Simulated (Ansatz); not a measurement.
Data:

Starting cell, HfO$_{2}$ (fluorite):

```xyz
6
Lattice="0.0000 5.0589 5.0589 2.5294 2.5294 5.0589 2.5294 2.5294 0.0000" Properties=species:S:1:pos:R:3 pbc="T T T"
Hf     0.0000     0.0000     0.0000
Hf     2.5294     5.0589     7.5883
O      1.2647     6.3236     6.3236
O      1.2647     3.7942     3.7942
O      3.7942     8.8531     8.8531
O      3.7942     6.3236     6.3236
```

The atoms are displaced by Q × the pattern below (from a DFPT mode at X = (0.5, 0.5, 0.0), largest move 1; Q in Å), at fixed cell. (q is in reciprocal vectors of the primitive cell; the cell shown is doubled to hold the pattern.)

```
atom      x      y       z
----  -----  -----  ------
O3    0.000  0.000  -1.000
O4    0.000  0.000   1.000
O5    0.000  0.000  -1.000
O6    0.000  0.000   1.000
```

Atoms not listed stay in place.

All values below come from r2SCAN (plane waves to 500 eV, PAW, scalar-relativistic; Ansatz, a quantum-chemistry and plane-wave program). k mesh 11×11×11 (Γ-centred), Fermi-Dirac smearing 0.05 eV. E stands for the smeared free energy. HfO2 is run without spin polarisation. HfO2 was relaxed with its symmetry unable to fall. Spin-orbit coupling is left out, though Hf is heavy. The PAW data are Ansatz's earlier set. This is a high-temperature form of HfO2. ΔE is measured from the undisplaced structure.

The scan covers Q from -0.440 to 0.440 Å in 13 points.

Which space group does the distorted structure have?

P4_2/nmc (No. 137), lowered from Fm-3m.

Is this a single well or a double well?

A double well: the undisplaced structure is a maximum between two minima.

By a smooth curve through the points, how far does the most displaced atom move to reach the deepest minimum?

0.23 Å from zero.

By a smooth curve, how deep is the well, measured from the undisplaced structure?

144 meV/cell, cell held fixed.

What is the energy change at Q = 0.440 Å?

479 meV/cell.

(For displaced atoms, the force is minus the slope of the energy, and its curvature is a force constant, which sets phonon frequencies.)
